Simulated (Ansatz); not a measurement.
AlN:
```yaml
crystal:
  lattice:
    - [3.08881, 0.00000, 0.00000]
    - [-1.54441, 2.67499, 0.00000]
    - [0.00000, 0.00000, 4.94311]
  atoms:
    - { symbol: Al, position: [0.66667, 0.33333, 0.00359] }
    - { symbol: Al, position: [0.33333, 0.66667, 0.50359] }
    - { symbol: N, position: [0.66667, 0.33333, 0.62161] }
    - { symbol: N, position: [0.33333, 0.66667, 0.12161] }
```

x, y and z are the axes in which the lattice vectors are written.

Problem. Give the high-frequency dielectric tensor and the Born effective charge tensors of the independent atoms from DFPT, LDA in the plane-wave PAW code Ansatz.

Solution. 
ε∞:
```
4.40  0.00  0.00
0.00  4.40  0.00
0.00  0.00  4.62
```
Z* of atom 1 (Al), rows: field, columns: displacement, in e:
```
2.53  0.00  0.00
0.00  2.53  0.00
0.00  0.00  2.69
```
Z* of atom 3 (N), rows: field, columns: displacement, in e:
```
-2.53   0.00   0.00
 0.00  -2.53   0.00
 0.00   0.00  -2.69
```

Space group P6_3mc (wurtzite). The LDA relaxation kept the symmetry of its start.

Potentials: the later of the program's two PAW sets.
